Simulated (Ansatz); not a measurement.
Starting cell, CsPbBr$_{3}$ (cubic perovskite):

```yaml
crystal:
  lattice:
    - [5.93781, 0.00000, 0.00000]
    - [0.00000, 5.93781, 0.00000]
    - [0.00000, 0.00000, 5.93781]
  atoms:
    - { symbol: Cs, position: [0.00000, 0.00000, 0.00000] }
    - { symbol: Pb, position: [0.50000, 0.50000, 0.50000] }
    - { symbol: Br, position: [0.00000, 0.50000, 0.50000] }
    - { symbol: Br, position: [0.50000, 0.50000, 0.00000] }
    - { symbol: Br, position: [0.50000, 0.00000, 0.50000] }
```

Two-dimensional scan of atom 4 (Br, nearest neighbour Pb at 2.969 Å; its periodic images, 5.9 Å or more away, move with it): u runs along (1.000, 0.000, 0.000), v along (0.000, 1.000, 0.000) (Cartesian). Cell and other atoms are fixed.

All values below come from r2SCAN (plane waves to 500 eV, PAW, scalar-relativistic; Ansatz, an electronic-structure program). k mesh 5×5×5 (Γ-centred), Fermi-Dirac smearing 0.05 eV. E stands for the smeared free energy. CsPbBr3 was relaxed with its symmetry unable to fall. Spin-orbit coupling is left out, though Pb is heavy. The PAW data are Ansatz's earlier set. This is a high-temperature form of CsPbBr3.

Changes of ΔE (meV/cell) from the point u = 0.000 Å, v = 0.000 Å when one coordinate moves alone (two changes are said to add if the coupling is within 5 % of the smaller one, nearly so within 20 %):

```tsv
point	change
u = 0.000 Å, v = -0.980 Å	230.0
u = 0.000 Å, v = -0.490 Å	36.1
u = -0.980 Å, v = 0.000 Å	230.0
u = -0.490 Å, v = 0.000 Å	36.1
u = 0.490 Å, v = 0.000 Å	36.1
u = 0.980 Å, v = 0.000 Å	230.0
u = 0.000 Å, v = 0.490 Å	36.1
u = 0.000 Å, v = 0.980 Å	230.0
```

Do the two effects add at u = -0.490 Å, v = 0.980 Å? Give the computed change.

The sum of the single changes is 36.1 + (230.0) = 266.1; the calculation gives 408.5, so the coupling contributes 142.4 (over 20 % of the smaller single change, not additive).

Do the two effects add at u = -0.490 Å, v = 0.490 Å? Give the computed change.

The sum of the single changes is 36.1 + (36.1) = 72.2; the calculation gives 102.4, so the coupling contributes 30.2 (over 20 % of the smaller single change, not additive).

(For displaced atoms, the force is minus the slope of the energy, and its curvature is a force constant, which sets phonon frequencies.)
